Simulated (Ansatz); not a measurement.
Relaxed CaAu2Ge2 (space group I4/mmm):

```
CELL_PARAMETERS angstrom
     -2.19114     2.19114     5.07115
      2.19114    -2.19114     5.07115
      2.19114     2.19114    -5.07115
ATOMIC_POSITIONS crystal
  Ca 0.00000 0.00000 0.00000
  Ge 0.38147 0.38147 0.00000
  Ge 0.61853 0.61853 0.00000
  Au 0.75000 0.25000 0.50000
  Au 0.25000 0.75000 0.50000
```

The atoms are displaced by Q × the pattern below (from a DFPT mode at Γ, largest move 1; Q in Å), at fixed cell. It is one choice among 2 degenerate patterns.

```json
[
 {"atom": "Ge2", "x": "0.000", "y": "-1.000", "z": "0.000"},
 {"atom": "Ge3", "x": "0.000", "y": "1.000", "z": "0.000"},
 {"atom": "Au4", "x": "0.000", "y": "0.386", "z": "0.000"},
 {"atom": "Au5", "x": "0.000", "y": "-0.386", "z": "0.000"}
]
```

Atoms not listed stay in place.

The numbers are results of LDA (plane waves to 420 eV, PAW, scalar-relativistic; Ansatz, a quantum-chemistry and plane-wave program), not measurements. k mesh 15×15×15 (Γ-centred), Fermi-Dirac smearing 0.05 eV. With partly filled bands, energies and forces of such displacements shift with the k mesh and the smearing. CaAu2Ge2 was relaxed with its symmetry unable to fall. Spin-orbit coupling is left out, though Au is heavy. 

```json
[
 {"Q (Å)": "-0.100", "−dE/dQ from forces (eV/Å)": "2.645"},
 {"Q (Å)": "-0.083", "−dE/dQ from forces (eV/Å)": "2.182"},
 {"Q (Å)": "-0.067", "−dE/dQ from forces (eV/Å)": "1.731"},
 {"Q (Å)": "-0.050", "−dE/dQ from forces (eV/Å)": "1.290"},
 {"Q (Å)": "-0.033", "−dE/dQ from forces (eV/Å)": "0.855"},
 {"Q (Å)": "-0.017", "−dE/dQ from forces (eV/Å)": "0.427"},
 {"Q (Å)": "0.000", "−dE/dQ from forces (eV/Å)": "0.000"},
 {"Q (Å)": "0.017", "−dE/dQ from forces (eV/Å)": "-0.427"},
 {"Q (Å)": "0.033", "−dE/dQ from forces (eV/Å)": "-0.855"},
 {"Q (Å)": "0.050", "−dE/dQ from forces (eV/Å)": "-1.290"},
 {"Q (Å)": "0.067", "−dE/dQ from forces (eV/Å)": "-1.731"},
 {"Q (Å)": "0.083", "−dE/dQ from forces (eV/Å)": "-2.182"},
 {"Q (Å)": "0.100", "−dE/dQ from forces (eV/Å)": "-2.645"}
]
```

What harmonic wavenumber does the curvature at Q = 0 give?

185 cm⁻¹. E″ = 25.56 eV/Å², M = Σ mᵢ|uᵢ|² = 204.1 u, ν̃ = 521.5·√(|E″|/M).

(A displaced cell: forces are minus the slopes of the energy, force constants its curvatures, and phonons follow from these.)
